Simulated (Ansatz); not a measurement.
BeAl3: changing the choice of potentials or basis

The cell as given:

It takes space group I4/mmm (No. 139, tetragonal). The conventional cell has a = 3.884 Å, b = 3.884 Å, c = 7.704 Å, α = 90.00°, β = 90.00°, γ = 90.00°. Around Al (site symmetry 4/mmm) lie 8 Al at 2.74 Å and 4 Be at 2.75 Å. Around Al (site symmetry -4m2) lie 8 Al at 2.74 to 2.75 Å and 4 Be at 2.74 Å. Be (site symmetry 4/mmm) has 12 Al at 2.74 to 2.75 Å as nearest neighbours.

The cell comes from a database or a generator and needn't be the stable form of this composition.

Kept alike: task relaxation of cell and atoms; functional PBE; k mesh 10 × 10 × 10; occupations fermi-dirac, width 0.05 eV; no spin polarisation. Program: Ansatz. Cutoffs run from 707 to 1800 eV. The mesh is that of the run's cell of 4 atoms. No spin-orbit coupling.

```csv
choice of potentials or basis,volume (Å³/atom)
Ansatz NC,14.639
Ansatz PAW (files of its older set among them),14.636
JTH PAW,14.625
PseudoDojo standard (PBE files),14.609
PseudoDojo stringent (PBE files),14.606
SPMS NC,14.606
```

The relaxations keep at least the cell's symmetry (I4/mmm). For a metal such a mesh leaves the last digits unconverged. Relaxations stop with a little pressure left, so the last digits of a volume or edge aren't settled.

Q: What does the choice of potentials or basis change here?

A: The volume runs from 14.606 (PseudoDojo stringent (PBE files); SPMS NC) to 14.639 Å³/atom (Ansatz NC).
